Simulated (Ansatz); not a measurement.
Data:

VBiO4:
```yaml
crystal:
  lattice:
    - [-2.55350, 2.55350, 5.78910]
    - [2.55350, -2.55350, 5.78910]
    - [2.55350, 2.55350, -5.78910]
  atoms:
    - { symbol: Bi, position: [0.75000, 0.25000, 0.50000] }
    - { symbol: Bi, position: [0.00000, 0.00000, 0.00000] }
    - { symbol: V, position: [0.25000, 0.75000, 0.50000] }
    - { symbol: V, position: [0.50000, 0.50000, 0.00000] }
    - { symbol: O, position: [0.57870, 0.96883, 0.88922] }
    - { symbol: O, position: [0.71883, 0.32961, 0.89013] }
    - { symbol: O, position: [0.07961, 0.68948, 0.11078] }
    - { symbol: O, position: [0.43948, 0.82870, 0.10987] }
    - { symbol: O, position: [0.17130, 0.28117, 0.61078] }
    - { symbol: O, position: [0.03117, 0.92039, 0.60987] }
    - { symbol: O, position: [0.67039, 0.56052, 0.38922] }
    - { symbol: O, position: [0.31052, 0.42130, 0.39013] }
```

This is the PBEsol-relaxed structure. Cartesian axes are those of the cell as given.

Problem. All from the program Ansatz at the PBEsol level (PAW), unless another level is named. Give the Poisson's ratio.

Solution. 0.34.

Problem. Give the elastic constants (relaxed ions, GPa).

Solution. C11 = 209, C12 = 123, C13 = 101, C33 = 183, C44 = 46.5, C66 = 69.4, C16 = 20.6.

Space group I4_1/a. The PBEsol relaxation kept the symmetry of its start. The workflow began spin-polarised and lost its moments. No Hubbard U is applied. Spin–orbit coupling is left out wherever it is not named.

Potentials: the later of the program's two PAW sets.
